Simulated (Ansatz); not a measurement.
4 guesses for Sn4Se and where they end

These are results of Ansatz, DFT PBE, scalar-relativistic, plane waves, PAW, not measurements. Settings: cutoff 420 eV, Γ-centred meshes spaced at most about 0.3 Å⁻¹, and about 0.25 Å⁻¹ or finer for metals (2π included), Gaussian smearing. No spin polarisation in the final relaxations.

Each guess was relaxed in cell and atoms at zero pressure, within the symmetry of its start. These are static total energies at zero pressure. Coordination counts Sn atoms around Se (those within 1.25 times the shortest such distance or 1.15 times the sum of covalent radii; the shortest distance is added where it is long for a bond).

```tsv
guess	made from	start group	V start (Å³/atom)	end group	V end (Å³/atom)	coordination at the end	gap on mesh (eV)	E over the lowest end (meV/atom)
1	random cell	Pm-3m	29.9	Pm-3m	34.1	Se 6	0	175
2	random cell	F-43m	28.3	F-43m	33.4	Se 12 from 3.6 Å	0	171
3	random cell	Fd-3m	30.5	Fd-3m	31.9	Se 4	0	0
4	MnGa4 type	Im-3m	27.5	?	?	?	?	?
```

Guess 4 as it starts:

```xyz
5
Lattice="-3.2510 3.2510 3.2510 3.2510 -3.2510 3.2510 3.2510 3.2510 -3.2510" Properties=species:S:1:pos:R:3 pbc="T T T"
Sn    1.6255    1.6255   -1.6255
Sn    1.6255   -1.6255    1.6255
Sn   -1.6255    1.6255    1.6255
Sn    1.6255    1.6255    1.6255
Se    0.0000    0.0000    0.0000
```

Task: Fill in the missing row: what does this guess relax into, and where does it rank?

Result: It ends in space group Im-3m (No. 229), with a = 6.804 Å, 31.5 Å³/atom and no gap. It lies 18 meV/atom over the lowest end, above guess 3 and below guess 2. Counting Sn atoms around Se, this end has Se 8 and the lowest (guess 3) has Se 4.

Space group Im-3m (No. 229). a = 6.804 Å, b = 6.804 Å, c = 6.804 Å, α = 90.00°, β = 90.00°, γ = 90.00°
```csv
atom,site,symmetry,x,y,z
Sn,8c,.-3m,0.2500,0.2500,0.7500
Se,2a,m-3m,0.0000,0.0000,0.0000
```

The zero of energy is the elements' standard structures at the same level; no fitted shifts are applied. The references include grey tin.

Task: Is the lowest end bound against the elements?

Result: No: its formation energy is +0.16 eV/atom. The separate elements lie lower, so it is unstable against them.

The k mesh leaves some 4 meV/atom of noise in the energy of each metallic cell. The reference form of Se is held partly by dispersion forces, which this level lacks. Cells relaxed within their symmetry can be saddle points. A lower structure may well exist outside this small set. Some structure types and database cells were kept out of the candidates from the start, so a known form may be missing.
